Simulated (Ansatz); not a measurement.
## ³³S nuclear quadrupole resonance in MoS₂

Cell: a structure deposited in the COD, ions relaxed with PBE at fixed cell.

```cif
data_structure
_symmetry_space_group_name_H-M 'P 1'
_symmetry_Int_Tables_number 1
_cell_length_a 3.1690
_cell_length_b 3.1690
_cell_length_c 12.3240
_cell_angle_alpha 90.000
_cell_angle_beta 90.000
_cell_angle_gamma 120.000
_cell_volume 107.18
loop_
_atom_site_label
_atom_site_type_symbol
_atom_site_fract_x
_atom_site_fract_y
_atom_site_fract_z
_atom_site_occupancy
Mo1 Mo 0.33333 0.66667 0.25000 1
Mo2 Mo 0.66667 0.33333 0.75000 1
S3 S 0.33333 0.66667 0.62327 1
S4 S 0.66667 0.33333 0.12327 1
S5 S 0.33333 0.66667 0.87673 1
S6 S 0.66667 0.33333 0.37673 1
```

Sites (sets of like atoms) are named by element and the number of their first atom in this list.

Level of theory: DFT, LDA, plane waves and PAW, scalar-relativistic, collinear spin, 420 eV cutoff, Γ-centred 11×11×3 k-points, Fermi–Dirac smearing 0.02 eV (Ansatz 0.2.0). Start moments as typed (μB): 2 on each Mo, none on the rest.

³³S: I = 3/2, Q = -69.40 mb (year-2017 value). Static lattice, zero field.

**Question.** Predict the zero-field ³³S lines of each site.

**Answer.** For I = 3/2 there is one line, ν = (|C_Q|/2)(1 + η²/3)^½.

| site | atoms | V_zz (10²¹ V/m²) | C_Q (MHz) | η | line frequencies (MHz) |
| --- | --- | --- | --- | --- | --- |
| S | 3, 4, 5, 6 | -5.32 | 8.93 | 0.00 | 4.47 |

An axis of threefold or higher order runs through S, so V_zz lies along it and η is zero.

At this cell the LDA pressure is -5 GPa, so with LDA the cell would shrink if it were relaxed. The largest force is 0.4 eV/Å, so the atoms aren't at the calculated equilibrium and relaxing them would move these values. Without spin–orbit coupling (the program notes it for Mo) the gradients can shift somewhat, as the gap is small. The start moments die out, and the run ends without spin.
